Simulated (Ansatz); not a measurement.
LuTl$_{3}$ (Cu3Au type, Pm-3m), plane-wave PAW r²SCAN (Ansatz code), all energies at zero smearing, with the estimated change up to a 700 eV cutoff added, with one set of potentials and settings (totals compare only within such a set). Cell of 4 atoms (1 Lu, 3 Tl): -49120.148 eV.

```csv
element,reference phase,E (eV/atom)
Lu,"P6_3/mmc, 2 atoms in the cell",-14743.6978
Tl,"P6_3/mmc, 2 atoms in the cell",-11458.5836
```

Formation energy per atom, worked out: (-49120.148 − 1×(-14743.6978) − 3×(-11458.5836))/4 = -0.175 eV/atom (-17 kJ per mol of atoms), at 0 K, without zero-point energy or fitted corrections.

The workflow started from a Materials Project entry (that database holds measured and hypothetical structures alike); the Crystallography Open Database files this formula in space group No. 221, but the cells were not matched. Its standing as an ambient phase is unchecked. The r²SCAN relaxation kept the symmetry of its start; whether a distortion lowers the energy is not shown. The references are the lowest solids computed at this level, not always the standard phases. Scalar-relativistic: spin–orbit coupling is off unless named, which matters more the heavier the elements.

Potentials: the later of the program's two PAW sets.
